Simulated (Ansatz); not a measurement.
Nb₃Au (A15, Cr3Si type)

```cif
data_Au2Nb6
_chemical_formula_sum 'Nb6 Au2'
_space_group_name_H-M_alt 'P 1'
_space_group_IT_number 1
_cell_length_a 5.21613
_cell_length_b 5.21613
_cell_length_c 5.21613
_cell_angle_alpha 90.000
_cell_angle_beta 90.000
_cell_angle_gamma 90.000
loop_
_space_group_symop_operation_xyz
  'x, y, z'
loop_
_atom_site_label
_atom_site_type_symbol
_atom_site_fract_x
_atom_site_fract_y
_atom_site_fract_z
_atom_site_occupancy
Nb1 Nb 0.50000 0.25000 0.00000 1
Nb2 Nb 0.50000 0.75000 0.00000 1
Nb3 Nb 0.25000 0.00000 0.50000 1
Nb4 Nb 0.75000 0.00000 0.50000 1
Nb5 Nb 0.00000 0.50000 0.25000 1
Nb6 Nb 0.00000 0.50000 0.75000 1
Au1 Au 0.50000 0.50000 0.50000 1
Au2 Au 0.00000 0.00000 0.00000 1
```

E(V) scan at fixed shape, V₀ the volume above. Symmetry pins the atoms to their sites.

The numbers are results of r2SCAN (plane waves to 500 eV, PAW, scalar-relativistic; Ansatz, an electronic-structure program), not measurements. k mesh 9×9×9 (Γ-centred), Fermi-Dirac smearing 0.05 eV. Energies are smeared free energies. Nb3Au is run without spin polarisation. Nb3Au was relaxed with its symmetry unable to fall. Spin-orbit coupling is left out, though Au is heavy. ΔE is measured from the relaxed starting cell. The last digit holds for this mesh only.

```json
[
 {"V (Å³/atom)": "14.902", "ΔE (meV/atom)": "371.5"},
 {"V (Å³/atom)": "15.375", "ΔE (meV/atom)": "244.1"},
 {"V (Å³/atom)": "15.848", "ΔE (meV/atom)": "148.1"},
 {"V (Å³/atom)": "16.321", "ΔE (meV/atom)": "79.1"},
 {"V (Å³/atom)": "16.794", "ΔE (meV/atom)": "33.4"},
 {"V (Å³/atom)": "17.267", "ΔE (meV/atom)": "7.9"},
 {"V (Å³/atom)": "17.740", "ΔE (meV/atom)": "0.0"},
 {"V (Å³/atom)": "18.213", "ΔE (meV/atom)": "7.2"},
 {"V (Å³/atom)": "18.686", "ΔE (meV/atom)": "27.6"},
 {"V (Å³/atom)": "19.159", "ΔE (meV/atom)": "59.4"},
 {"V (Å³/atom)": "19.632", "ΔE (meV/atom)": "101.1"},
 {"V (Å³/atom)": "20.105", "ΔE (meV/atom)": "151.3"},
 {"V (Å³/atom)": "20.579", "ΔE (meV/atom)": "209.0"}
]
```

What is the fitted pressure derivative B₀′?

4.3.

What bulk modulus B₀ follows from a third-order Birch-Murnaghan fit?

192 GPa. Check by three points about V = 17.740 Å³/atom, step 0.946: d²E/dV² ≈ (33 − 2·0 + 28) meV / 0.946² = 0.0682 eV/Å⁶, and V·d²E/dV² × 160.2 = 194 GPa.

(A scan under strain: stresses follow from slopes of the energy per volume, elastic moduli from its curvatures.)
